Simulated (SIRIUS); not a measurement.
Worked example: self-consistent single point of a (001) slab of InSb (cut from a parent of space group no. 216; 4 atoms in the cell) in SIRIUS.

Method: PBE, GBRV PBE ultrasoft pseudopotentials (plane waves; SIRIUS 7.12.0).

```
InSb
1.0
    4.69039     0.00000     0.00000
   -4.69039     4.69039     0.00000
    0.00000     0.00000    14.97490
In Sb
2 2
Direct
  0.00000   0.00000   0.66611
  0.00000   0.50000   0.44463
  0.50000   0.50000   0.55537
  0.50000   0.00000   0.33389
```

Reference input (self-consistent single point, DFT, LDA (PW92), plane waves, GBRV LDA ultrasoft pseudopotentials): parameters.ngridk = 7 7 1; parameters.xc_functionals = [XC_LDA_X, XC_LDA_C_PW]; parameters.gk_cutoff = 6.325 1/bohr; parameters.pw_cutoff = 14.143 1/bohr; parameters.smearing = fermi_dirac; parameters.smearing_width = 0.00367493 Ha; potentials = GBRV LDA ultrasoft pseudopotentials; parameters.electronic_structure_method = pseudopotential; parameters.num_bands = 34; parameters.num_mag_dims = 0; parameters.num_dft_iter = 100; parameters.energy_tol = 1e-07 Ha. This run's input differs from it in these lines:

```diff
@@ -13,3 +13,3 @@
     "electronic_structure_method": "pseudopotential",
-    "xc_functionals": ["XC_LDA_X", "XC_LDA_C_PW"],
+    "xc_functionals": ["XC_GGA_X_PBE", "XC_GGA_C_PBE"],
     "gk_cutoff": 6.325,
@@ -39,4 +39,4 @@
     "atom_files": {
-      "In": "in_lda_v1.4.uspp.F.UPF.json",
-      "Sb": "sb_lda_v1.4.uspp.F.UPF.json"
+      "In": "in_pbe_v1.4.uspp.F.UPF.json",
+      "Sb": "sb_pbe_v1.4.uspp.F.UPF.json"
     },
```

The program printed (abridged):

```
[find] density tolerance         : 1e-06
[find] total energy tolerance    : 1e-07
[find] iter_solver_tol (initial) : 0.01
[find] iter_solver_tol (target)  : 1e-13
[find] num_dft_iter              : 100
Charges and magnetic moments
--------------------------------------------------------------------------------
total charge          : 56.000000
[find] | SCF iteration   0 out of 100|
[diagonalize] iterative solver tolerance (occupied, empty): 0.01 0.01
[diagonalize] average number of iterations: 5.72
[find] Charges and magnetic moments
[find] total charge          : 56.000000
[find] Energy
   [... lines left out ...]

[find] Charges and magnetic moments
[find] total charge          : 56.000000
[find] Energy
[find] smearing (-TS)                 :      -0.00400866
[find] Total energy                   :    -318.35867866 (Ha),    -636.71735732 (Ry)
[find] Free energy (E-TS)             :    -318.36268732 (Ha),    -636.72537464 (Ry)
[find] band gap (eV)                  :       0.00000000
[find] Efermi                         :       0.01408633
[find] iteration : 19, RMS (target) : 9.0299e-07 (1.0000e-06) , energy difference (target) : -6.5077e-09 (1.0000e-07)
[find] bands are converged : true
[find] iterative solver converged : false
[find] converged after 20 SCF iterations!
[find] Charges and magnetic moments
[find] total charge          : 56.000000
[find] Energy
[find] smearing (-TS)                 :      -0.00400866
[find] Total energy                   :    -318.35867866 (Ha),    -636.71735732 (Ry)
[find] Free energy (E-TS)             :    -318.36268732 (Ha),    -636.72537464 (Ry)
[find] band gap (eV)                  :       0.00000000
[find] Efermi                         :       0.01408633
[ground_state] === stress tensor components [kbar] ===
[ground_state] === stress_total ===
[ground_state]     5.423669   -0.000017    0.000000
[ground_state]    -0.000017    3.672042    0.000000
[ground_state]     0.000000    0.000000    0.763974
[ground_state] ==== total Forces in Ha/bohr =====
[ground_state] atom:    0, force:       0.0000000      0.0000000      0.0021540
[ground_state] atom:    1, force:       0.0000000      0.0000000     -0.0096398
[ground_state] atom:    2, force:       0.0000000      0.0000000      0.0029373
[ground_state] atom:    3, force:       0.0000000      0.0000000      0.0045356
```

The run converged in 20 iterations. SIRIUS prints the stress tensor with tension positive. Against the reference run the largest force goes from 0.655 to 0.496 eV/Å.

No dipole correction was used; where the two faces of such a cut differ, images can couple through a dipole. The bare cut can leave dangling bonds, and the run has no spin polarisation, so a lower magnetic or reconstructed surface may exist. No clean gap shows at this smearing width and mesh (spacing up to 0.27 Å⁻¹); the mesh is coarse for partly filled bands, so the values carry mesh errors. Semi-local functionals can close small gaps.

Cost on one core: about 5 core-minutes (a rough figure).
